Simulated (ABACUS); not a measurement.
Worked example: self-consistent single point of Cu₃Sn (Pmmn, 8 atoms in the cell; from Materials Project mp-581786, changed as shown) in ABACUS.

All values come from this method and carry its errors: LDA (PW92), numerical atomic orbitals DZP (confined pseudo-atomic orbitals with Gaussian additions; energy shift 0.01 Ry), PseudoDojo 0.4 standard norm-conserving LDA (tails mended) pseudopotentials run with ABACUS.

The change in words: lattice scaled by 0.98. Reference geometry (Pmmn):
```yaml
crystal:
  lattice:
    - [4.32369, 0.00000, 0.00000]
    - [0.00000, 5.43252, 0.00000]
    - [0.00000, 0.00000, 4.76457]
  atoms:
    - { symbol: Cu, position: [0.50000, 0.00000, 0.30100] }
    - { symbol: Cu, position: [0.00000, 0.50000, 0.69900] }
    - { symbol: Cu, position: [0.00000, 0.75052, 0.15581] }
    - { symbol: Cu, position: [0.00000, 0.24948, 0.15581] }
    - { symbol: Cu, position: [0.50000, 0.74948, 0.84419] }
    - { symbol: Cu, position: [0.50000, 0.25052, 0.84419] }
    - { symbol: Sn, position: [0.50000, 0.50000, 0.34118] }
    - { symbol: Sn, position: [0.00000, 0.00000, 0.65882] }
```

Reference input (self-consistent single point, DFT, LDA (PW92), numerical atomic orbitals DZP (confined pseudo-atomic orbitals with Gaussian additions; energy shift 0.01 Ry), PseudoDojo 0.4 standard norm-conserving LDA (tails mended) pseudopotentials): basis = DZP numerical atomic orbitals, energy shift 0.01 Ry; KPT = Gamma 4 4 4 0 0 0; basis_type = lcao; dft_functional = PWLDA; ecutwfc = 100 Ry; smearing_method = fd; smearing_sigma = 0.00367493 Ry; potentials = PseudoDojo 0.4 standard norm-conserving LDA (tails mended); symmetry = 1; symmetry_prec = 1e-05; ks_solver = genelpa; scf_nmax = 100. This run's input differs from it in these lines:

```diff
@@ -34,5 +34,5 @@
 LATTICE_VECTORS
-   4.3236900000    0.0000000000    0.0000000000
-   0.0000000000    5.4325200000    0.0000000000
-   0.0000000000    0.0000000000    4.7645700000
+   4.2372160000    0.0000000000    0.0000000000
+   0.0000000000    5.3238700000    0.0000000000
+   0.0000000000    0.0000000000    4.6692790000
```

Output, abridged:

```
 SELF-CONSISTENT
 -------------------------------------------

                  longest orb rcut (Bohr) = 7.4
   longest nonlocal projector rcut (Bohr) = 2.66
                     search radius (Bohr) = 20.1

                          real space grid = [ 54, 72, 60 ]

                                 init_chg = atomic

 LCAO ALGORITHM --------------- ION=   1  ELEC=   1--------------------------------

 Density error is 0.0645753659208
 E_KohnSham     -2586.8070860462     -35195.3159970043
 E_Fermi        1.4106098239         19.1923312601

 LCAO ALGORITHM --------------- ION=   1  ELEC=   2--------------------------------

   [... lines left out ...]

   [... 6 blocks of this kind left out ...]

 LCAO ALGORITHM --------------- ION=   1  ELEC=   9--------------------------------

 Density error is 1.09082517891e-06
 E_KohnSham     -2587.7555320116     -35208.2202663790
 E_Fermi        1.3195942055         17.9540002428

 LCAO ALGORITHM --------------- ION=   1  ELEC=  10--------------------------------

 Density error is 1.58985765763e-07
 E_KohnSham     -2587.7555320118     -35208.2202663816
 E_KS(sigma->0) -2587.7551100029     -35208.2145246557
 E_entropy(-TS) -0.0008440178        -0.0114834519
 E_Fermi        1.3195955737         17.9540188582
 charge density convergence is achieved
 final etot is -35208.220266 eV
 EFERMI = 17.954018858 eV

 STATE ENERGY(eV) AND OCCUPATIONS    NSPIN == 1
   [... 83 lines left out ...]

 TOTAL-FORCE (eV/Angstrom)
                       Cu1         0.0000000000         0.0000000000        -0.0049611990
                       Cu2         0.0000000000         0.0000000000         0.0049611990
                       Cu3         0.0000000000         0.0869223900         0.0178905833
                       Cu4         0.0000000000        -0.0869223900         0.0178905833
                       Cu5         0.0000000000        -0.0869223900        -0.0178905833
                       Cu6         0.0000000000         0.0869223900        -0.0178905833
                       Sn1         0.0000000000         0.0000000000         0.1678869621
   [... lines left out ...]

 TOTAL-STRESS (KBAR)
         3.0282620045         0.0000000000         0.0000000000
         0.0000000000        63.3132056423         0.0000000000
         0.0000000000         0.0000000000        30.8940013579
 TOTAL-PRESSURE: 32.411823 KBAR

 --------------------------------------------
 !FINAL_ETOT_IS -35208.2202663816206041 eV
 --------------------------------------------
```

The run converged in 10 iterations. Against the reference run the free energy falls by 6.4 meV/atom, the pressure goes from -5.18 to 3.24 GPa and the largest force goes from 0.126 to 0.168 eV/Å.

The atom-centred basis is finite, which shifts total energies, pressures and forces against plane waves. The structure comes from a collection of computed structures, made at another level of theory; the collection holds predicted forms beside known ones. No clean gap shows at this smearing width and mesh (spacing up to 0.37 Å⁻¹); the mesh is coarse for partly filled bands, so the values carry mesh errors.

Cost on one core: very roughly 120 core-seconds.

The atomic orbitals were generated for these runs; they are not ABACUS's published sets and were checked against plane waves on a few crystals only.

“Tails mended”: in these copies of the files the far tail of each local potential was reset to the Coulomb form.
